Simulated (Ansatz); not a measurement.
## Band table of TiTe2

```yaml
crystal:
  lattice:
    - [3.77025, 0.00000, 0.00000]
    - [-1.88513, 3.26514, 0.00000]
    - [0.00000, 0.00000, 6.87302]
  atoms:
    - { symbol: Ti, position: [0.00000, 0.00000, 0.00000] }
    - { symbol: Te, position: [0.66667, 0.33333, 0.25166] }
    - { symbol: Te, position: [0.33333, 0.66667, 0.74834] }
```

The cell comes from a relaxation on PAW files under the same functional, begun from a database entry that needn't be the ground state.

Computed with Ansatz 0.2.0; functional PBE, scalar-relativistic. Settings: a Γ-centred 11×11×6 k mesh, Fermi–Dirac smearing of 0.05 eV, no spin polarisation. Methods: LAPW: all electrons, basis error target 0.5 meV/atom.

Spin–orbit coupling is left out, which matters for the heavy atoms.

Path points, in fractions of the reciprocal vectors: Γ (0.000, 0.000, 0.000), M (0.500, 0.000, 0.000), K (0.333, 0.333, 0.000), A (0.000, 0.000, 0.500), L (0.500, 0.000, 0.500), H (0.333, 0.333, 0.500). Levels in eV from the Fermi level; bands 23 to 34, counted from the lowest band of the run. The gap is zero, the pressure 0.00 GPa.

```
# k(1/Å) point b23 b24 b25 b26 b27 b28 b29 b30 b31 b32 b33 b34
0.000 Γ -12.21 -11.01 -4.94 -1.57 -1.57 0.02 0.31 0.40 0.40 1.10 1.10 3.16
0.137 - -12.15 -10.98 -4.87 -1.74 -1.56 -0.01 0.10 0.22 0.33 1.04 1.21 2.90
0.275 - -11.99 -10.89 -4.67 -2.14 -1.54 -0.86 -0.11 0.00 0.28 1.02 1.33 2.59
0.412 - -11.73 -10.75 -4.35 -2.66 -1.90 -1.54 -0.43 -0.36 0.19 1.10 1.33 2.61
0.550 - -11.39 -10.58 -3.93 -3.29 -2.77 -1.57 -0.91 -0.67 0.11 1.23 1.26 2.77
0.687 - -11.03 -10.44 -4.08 -3.42 -3.31 -1.64 -1.44 -0.82 0.04 1.20 1.37 2.76
0.825 - -10.70 -10.38 -4.63 -3.66 -2.89 -1.93 -1.71 -0.89 0.00 1.16 1.46 2.56
0.962 M -10.50 -10.42 -4.84 -3.77 -2.45 -2.34 -1.74 -0.91 -0.01 1.15 1.48 2.46
1.042 - -10.50 -10.41 -4.82 -3.76 -2.45 -2.34 -1.76 -1.14 0.14 1.15 1.47 2.46
1.121 - -10.48 -10.39 -4.76 -3.73 -2.45 -2.32 -1.83 -1.59 0.41 1.17 1.45 2.46
1.200 - -10.44 -10.35 -4.65 -3.69 -2.46 -2.34 -2.04 -1.94 0.64 1.19 1.42 2.41
1.280 - -10.40 -10.31 -4.51 -3.64 -2.67 -2.46 -2.17 -2.08 0.82 1.24 1.38 2.18
1.359 - -10.36 -10.28 -4.33 -3.59 -3.10 -2.46 -2.21 -2.16 0.93 1.30 1.36 2.03
1.438 - -10.31 -10.26 -4.14 -3.57 -3.45 -2.47 -2.27 -2.17 0.99 1.34 1.35 2.00
1.518 K -10.28 -10.28 -4.04 -3.59 -3.59 -2.49 -2.22 -2.22 1.01 1.35 1.35 2.08
1.676 - -10.42 -10.25 -4.13 -3.65 -3.16 -2.52 -2.39 -1.94 0.96 1.31 1.34 1.91
1.835 - -10.74 -10.32 -3.86 -3.58 -3.03 -2.55 -2.13 -1.50 0.75 1.34 1.34 1.90
1.994 - -11.16 -10.48 -3.63 -3.28 -3.17 -2.01 -1.72 -0.97 0.51 1.34 1.35 2.02
2.153 - -11.58 -10.67 -4.16 -2.81 -2.22 -1.65 -1.16 -0.42 0.38 1.24 1.32 2.33
2.311 - -11.92 -10.85 -4.58 -2.27 -1.58 -1.04 -0.52 0.00 0.34 1.09 1.29 2.75
2.470 - -12.13 -10.97 -4.85 -1.79 -1.56 -0.04 0.00 0.17 0.34 1.04 1.22 2.86
2.629 Γ -12.21 -11.01 -4.94 -1.57 -1.57 0.02 0.31 0.40 0.40 1.10 1.10 3.16
2.694 - -12.20 -11.03 -4.89 -1.57 -1.57 -0.20 0.40 0.40 0.45 1.09 1.09 3.17
2.759 - -12.17 -11.08 -4.77 -1.56 -1.56 -0.57 0.40 0.40 0.61 1.06 1.06 3.21
2.825 - -12.12 -11.16 -4.57 -1.56 -1.56 -1.01 0.40 0.40 0.72 1.03 1.03 3.26
2.890 - -12.07 -11.25 -4.31 -1.55 -1.55 -1.46 0.40 0.40 0.80 0.99 0.99 3.31
2.955 - -12.00 -11.34 -4.01 -1.91 -1.54 -1.54 0.40 0.40 0.84 0.95 0.95 3.36
3.020 - -11.94 -11.42 -3.72 -2.29 -1.54 -1.54 0.40 0.40 0.87 0.93 0.93 3.39
3.086 A -11.92 -11.45 -3.57 -2.46 -1.53 -1.53 0.40 0.40 0.88 0.92 0.92 3.40
3.223 - -11.86 -11.41 -3.51 -2.57 -1.53 -1.48 -0.01 0.18 0.59 1.10 1.30 3.02
3.361 - -11.70 -11.30 -3.36 -2.85 -1.52 -1.41 -0.93 -0.16 0.48 1.32 1.52 2.39
3.498 - -11.45 -11.12 -3.21 -3.18 -1.90 -1.54 -1.40 -0.43 0.34 1.41 1.55 2.09
3.636 - -11.14 -10.90 -3.63 -3.34 -2.43 -1.63 -1.48 -0.58 0.13 1.37 1.46 2.26
3.773 - -10.83 -10.67 -4.17 -3.86 -2.38 -1.75 -1.50 -0.62 -0.05 1.26 1.45 2.61
3.910 - -10.61 -10.46 -4.68 -4.19 -2.38 -1.85 -1.34 -0.62 -0.19 1.18 1.46 2.73
4.048 L -10.53 -10.37 -4.88 -4.30 -2.40 -1.89 -1.23 -0.62 -0.26 1.15 1.47 2.73
4.127 - -10.52 -10.36 -4.86 -4.28 -2.39 -1.93 -1.25 -0.87 -0.08 1.16 1.46 2.64
4.207 - -10.50 -10.35 -4.79 -4.24 -2.40 -2.06 -1.32 -1.28 0.14 1.17 1.42 2.47
4.286 - -10.45 -10.33 -4.67 -4.16 -2.46 -2.25 -1.67 -1.42 0.33 1.19 1.37 2.34
4.365 - -10.40 -10.30 -4.51 -4.07 -2.70 -2.49 -1.87 -1.54 0.51 1.18 1.30 2.32
4.445 - -10.34 -10.28 -4.31 -3.96 -3.08 -2.73 -1.89 -1.65 0.69 1.14 1.21 2.42
4.524 - -10.30 -10.27 -4.07 -3.87 -3.46 -2.92 -1.85 -1.74 0.86 1.08 1.11 2.59
4.603 H -10.27 -10.27 -3.84 -3.84 -3.73 -3.00 -1.80 -1.80 1.01 1.02 1.02 2.79
4.762 - -10.34 -10.33 -4.13 -3.94 -3.16 -2.76 -1.82 -1.77 0.86 0.93 1.26 2.40
4.921 - -10.57 -10.51 -4.01 -3.93 -2.53 -2.29 -1.91 -1.70 0.79 0.89 1.35 2.17
5.080 - -10.93 -10.76 -3.70 -3.51 -2.31 -1.83 -1.79 -1.46 0.69 0.94 1.51 2.11
5.238 - -11.31 -11.02 -3.34 -3.13 -2.17 -1.51 -1.44 -1.05 0.59 1.11 1.67 2.30
5.397 - -11.63 -11.25 -3.30 -2.94 -1.59 -1.38 -1.07 -0.48 0.57 1.29 1.58 2.36
5.556 - -11.84 -11.40 -3.50 -2.61 -1.53 -1.47 -0.10 0.08 0.59 1.13 1.35 2.94
5.714 A -11.92 -11.45 -3.57 -2.46 -1.53 -1.53 0.40 0.40 0.88 0.92 0.92 3.40
```
